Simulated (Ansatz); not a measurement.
**²⁰⁹Bi nuclear quadrupole resonance in BiTe under strain**

Cell: a structure deposited in the COD, relaxed with PBE at fixed cell and then changed (z stretched by 1 %, ions relaxed).

```
CELL_PARAMETERS angstrom
0.00000 3.23500 3.26735
3.23500 0.00000 3.26735
3.23500 3.23500 0.00000
ATOMIC_POSITIONS crystal
Bi 0.00000 0.00000 0.00000
Te 0.50000 0.50000 0.50000
```

Sites (sets of like atoms) are named by element and the number of their first atom in this list.

Method: Kohn–Sham DFT in Ansatz, PBE, plane waves and PAW, scalar-relativistic, 420 eV cutoff, Γ-centred 13×13×13 k-points, Fermi–Dirac smearing 0.05 eV.

²⁰⁹Bi: I = 9/2, Q = -516.0 mb (year-2017 value). Static lattice, zero field.

Problem. The simulated lines lie at 1.35, 2.70, 4.05, 5.40 MHz. What are |C_Q|, η and |V_zz| at Bi?

Solution. For I = 9/2 and η = 0 the lines are |C_Q|/24 times 1, 2, 3 and 4; η shifts the lowest up most. Here |C_Q| = 32.4 MHz, η = 0.00 and |V_zz| = 2.60 × 10²¹ V/m². The calculation gives V_zz negative; the lines don't show the sign. The site has 6 Te at 3.23–3.27 Å.

An axis of threefold or higher order runs through Bi, so V_zz lies along it and η is zero.

With no gap above 0.1 eV, as in a metal, the gradients converge slowly in k; expect changes of a tenth or more on a denser mesh. Spin–orbit coupling is left out, which shifts gradients on Bi by a few per cent in wide-gap crystals, and can shift them far more where the calculated gap is small or absent, as here. Newer work puts Q(²⁰⁹Bi) near −420 mb, which would lower these couplings by about a fifth.

The relaxation (1 step) took 16 s of wall time (15 s of CPU time) and 0.61 GiB at its peak, on 1 thread of Intel Xeon Platinum 8488C (Sapphire Rapids) (x86_64; 16 cores open to the job, memory cap 3.0 GiB, no GPU), a shared host with a load of 0.3 a core.
